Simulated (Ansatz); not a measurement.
Given:

Re (hcp, Mg type), conventional cell a = b = 2.7752 Å, c = 4.4830 Å, α = β = 90.00°, γ = 120.00°. The calculation uses the primitive cell of 2 atoms, to which meshes and values per cell refer.

E(V) scan at fixed shape, V₀ the volume above. Symmetry pins the atoms to their sites.

These are PBE (plane waves to 420 eV, PAW, scalar-relativistic; Ansatz, a first-principles code) values and carry that method's errors. k mesh 19×19×11 (Γ-centred), Fermi-Dirac smearing 0.05 eV. The energy includes the smearing's −TS. Compression counts positive. With the shape held, the modulus is that of even scaling; a crystal free to change shape is softer. Re is run without spin polarisation. Re was relaxed with its symmetry unable to fall. Spin-orbit coupling is left out, though Re is heavy. The PAW data are Ansatz's earlier set. ΔE is measured from the relaxed starting cell.

The scan covers V/V₀ from 0.840 to 1.160 in 13 points.

Task: What is the fitted pressure derivative B₀′?

Result: 4.4.

Task: What bulk modulus at fixed cell shape B₀ follows from a third-order Birch-Murnaghan fit?

Result: 363 GPa.

(A scan under strain: stresses follow from slopes of the energy per volume, elastic moduli from its curvatures.)
